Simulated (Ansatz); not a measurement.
A trial cell of CsAs2, before relaxation:

```yaml
crystal:
  lattice:
    - [4.21903, 0.00000, 0.00000]
    - [-2.10952, 3.65379, 0.00000]
    - [0.00000, 0.00000, 6.79602]
  atoms:
    - { symbol: Cs, position: [0.00000, 0.00000, 0.50000] }
    - { symbol: As, position: [0.66667, 0.33333, 0.29371] }
    - { symbol: As, position: [0.33333, 0.66667, 0.70629] }
```

Level of theory: DFT PBE, scalar-relativistic, plane waves, PAW (Ansatz 0.2.0). Cutoff 420 eV, Gaussian smearing, Γ-centred meshes. Cell and atoms relax first on a coarse mesh and then on a finer one. In between, the cell is made exact in the group found at 0.06 Å. In metals the finer mesh still leaves noise of several meV/atom or more. The steps can't lower the symmetry of their start. No spin polarisation.

A guess keeps its type if space group and coordination stay and the shape of the cell changes little (axis ratios within about 15 %, angles within 6°); the volume may change.

Problem. Does it keep its structure type, or change into something else?

Solution. It doesn't keep its type. The symmetry goes from P-3m1 (No. 164) to P6/mmm (No. 191). The end has the AlB2 type. The volume per atom shrinks by 0.7 %, from 34.9 to 34.7 Å³. The shortest distance goes from 2.81 Å (Cs–As) to 2.62 Å (As–As). Counting neighbours within 15 % of an atom's shortest distance, the start has As 3, Cs 6 and the end As 3, Cs 12. In detail, at the end around Cs lie 12 As at 3.92 Å; As is surrounded by 3 As at 2.62 Å and 6 Cs at 3.92 Å.

```
CELL_PARAMETERS angstrom
4.54443 0.00000 0.00000
-2.27222 3.93559 0.00000
0.00000 0.00000 5.81604
ATOMIC_POSITIONS crystal
Cs 0.00000 0.00000 0.50000
As 0.66667 0.33333 0.00000
As 0.33333 0.66667 0.00000
```

Formation energies are uncorrected and refer to the elements' standard structures at the same level.

Problem. At what energy does it end?

Solution. −0.30 eV/atom. It lies below the elements, which doesn't yet make it stable against other compounds or structures.

The last run used a 12×12×8 mesh (in the run's order of axes) for its 3-atom cell and Gaussian smearing of 0.10 eV. An odd number of electrons in the primitive cell allows no gap without spin; a larger cell or a magnetic state could open one. The cell is a metal run without spin; a magnetic state may lie lower. The reference form of As is held partly by dispersion forces, which this level lacks. A structure relaxed within its symmetry needn't be a true minimum.
